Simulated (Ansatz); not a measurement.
# Bi2Se3 under strain: Quadrupolar parameters

The cell is a structure deposited in the COD, relaxed with PBE at fixed cell and then changed (z compressed by 1 %, ions relaxed).

```
CELL_PARAMETERS angstrom
1.96496 1.13447 9.05124
-1.96496 1.13447 9.05124
0.00000 -2.26894 9.05124
ATOMIC_POSITIONS crystal
Bi 0.59716 0.59716 0.59716
Bi 0.40284 0.40284 0.40284
Se 0.79591 0.79591 0.79591
Se 0.20409 0.20409 0.20409
Se 0.00000 0.00000 0.00000
```

Atoms are numbered from 1 in the order listed; like atoms form one site, named after its first atom.

Level of theory: DFT, PBE, plane waves and PAW, scalar-relativistic, 420 eV cutoff, Γ-centred 14×14×14 k-points, Fermi–Dirac smearing 0.05 eV (Ansatz 0.2.0).

Conventions: |V_zz| ≥ |V_yy| ≥ |V_xx|, η = (V_xx − V_yy)/V_zz, C_Q = eQV_zz/h.

²⁰⁹Bi: I = 9/2, Q = -516.0 mb. Nuclear quadrupole moments: year-2017 set (Pyykkö).

| site | atoms (order as listed) | first shell | V_xx, V_yy, V_zz (10²¹ V/m²) | η | C_Q (MHz) |
| --- | --- | --- | --- | --- | --- |
| Bi | 1, 2 | 6 Se at 2.79–2.95 Å | -1.18, -1.18, 2.36 | 0.00 | -29.4 |
| Se3 | 3, 4 | 3 Bi at 2.79 Å | -2.01, -2.01, 4.01 | 0.00 | – |
| Se5 | 5 | 6 Bi at 2.95 Å | -4.47, -4.47, 8.94 | 0.00 | – |

An axis of threefold or higher order runs through Bi, Se3 and Se5, so V_zz lies along it and η is zero.

Se has no stable isotope with a ground-state quadrupole moment in the table, so no C_Q is given.

With no gap above 0.1 eV, as in a metal, the gradients converge slowly in k; expect changes of a tenth or more on a denser mesh. Spin–orbit coupling is left out, which shifts gradients on Bi by a few per cent in wide-gap crystals, and can shift them far more where the calculated gap is small or absent, as here. Semilocal functionals make gaps too small and can close them, so the real compound need not be a metal. At this changed cell the PBE pressure is 13 GPa.
